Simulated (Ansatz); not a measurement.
The cell below belongs to a search over invented structures; it isn't taken from experiment.

Input and command of a plane-wave DFT calculation in Ansatz:

```yaml
crystal:
  lattice:
    - [4.64059333, 0.0, 0.0]
    - [0.0, 4.64059333, 0.0]
    - [0.0, 0.0, 4.7969608]
  atoms:
    - { symbol: Na, position: [0.5, 0.0, 0.02630943] }
    - { symbol: Na, position: [0.0, 0.0, 0.43180921] }
    - { symbol: Na, position: [0.0, 0.5, 0.02630943] }
    - { symbol: Sc, position: [0.5, 0.5, 0.50271122] }
    - { symbol: Te, position: [0.0, 0.0, 0.01286071] }
basis:
  ecutwfc: 420
kpoints:
  mp_grid: { grid: [4, 4, 4] }
hamiltonian:
  xc: pbe
scf:
  occupations: { method: gaussian, width: 0.1 }
  lower_state_search: "off"
output:
  forces: true
  stress: true
  eigenvalues: true
relax:
  adjacent_minimum: "off"
  f_tol: 0.04
  max_steps: 70
  cell: { stress_tol: 0.4 }
```

```bash
ansatz run input.yaml --threads 1 --pin off --max-ram 2560MiB --backend cpu --events-out ev --progress --plain --runs-dir out
```

Processor: Intel(R) Xeon(R) Processor @ 2.70GHz, 1 thread, on a host shared with other jobs.

**Question.** Estimate time, memory and problem size.

**Answer.** About 3.4 min, peak memory 0.44 GiB. It solves 33 bands at 18 k points (after reduction by symmetry) with about 3067 plane waves (on the last cell), in 215 SCF iterations over 29 ionic steps.
